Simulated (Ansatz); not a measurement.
**An elastic constant from a strain scan in Ta**

Level of theory: Ansatz 0.2.0, DFT r2SCAN, scalar-relativistic, plane waves, PAW. Cutoff 500 eV, Γ-centred 20×20×20 k-points, Gaussian smearing of 0.15 eV. Spin–orbit coupling is left out, which can shift energies with elements as heavy as these. No spin polarisation. Energies are free energies at this smearing, counted from the undisturbed cell; pressure is positive in compression.

The undisturbed cell (as given, not relaxed at this level; it stands at 0.5 GPa):

```
CELL_PARAMETERS angstrom
-1.65128 1.65128 1.65128
1.65128 -1.65128 1.65128
1.65128 1.65128 -1.65128
ATOMIC_POSITIONS crystal
Ta 0.00000 0.00000 0.00000
```

The cell is strained by ε times the Voigt pattern (0, 0, 0, 0, 0, 1) (xx, yy, zz, yz, xz, xy; engineering shear) with fractional coordinates fixed. The cell holds 1 atom in V0 = 18.01 Å³. The stress column is τ = (1/V0) dE/dε, got from the stress tensor σ (compression positive) at each point as −det(1 + εP) σ : P(1 + εP)⁻¹, with P the pattern as a tensor.

```csv
ε,ΔE (meV/atom),τ (GPa)
-0.0875,31.514,-5.792
-0.0750,23.760,-5.229
-0.0625,16.873,-4.554
-0.0500,11.011,-3.776
-0.0375,6.299,-2.920
-0.0250,2.837,-1.996
-0.0125,0.716,-1.016
0.0000,0.000,0.000
0.0125,0.716,1.016
0.0250,2.837,1.996
0.0375,6.299,2.920
0.0500,11.011,3.776
0.0625,16.873,4.554
0.0750,23.760,5.229
0.0875,31.514,5.792
0.1000,?,?
```

Task: Which combination of elastic constants does this scan measure, and how large is it?

Result: For small ε, τ = τ0 + Kε with K = pᵀCp, which for this pattern is C44 in the cubic axes. The parabola through τ at ε = -0.0125, 0 and 0.0125 has slope K = 81 GPa at zero. The energies per cell, E = NΔE, of the same two points give K = 2[E(ε₊)/ε₊ − E(ε₋)/ε₋]/[(ε₊ − ε₋)V0] = 82 GPa, in agreement.

Task: Predict the withheld row at ε = 0.1000 from the harmonic law, and compare.

Result: ΔE = V0(τ0 ε + Kε²/2)/N = 45.677 meV/atom and τ = 8.13 GPa. The calculation gives 40.029 meV/atom and 6.34 GPa: the energy lies 12 % below the harmonic value.

In a metal these slopes depend on the k mesh and the smearing.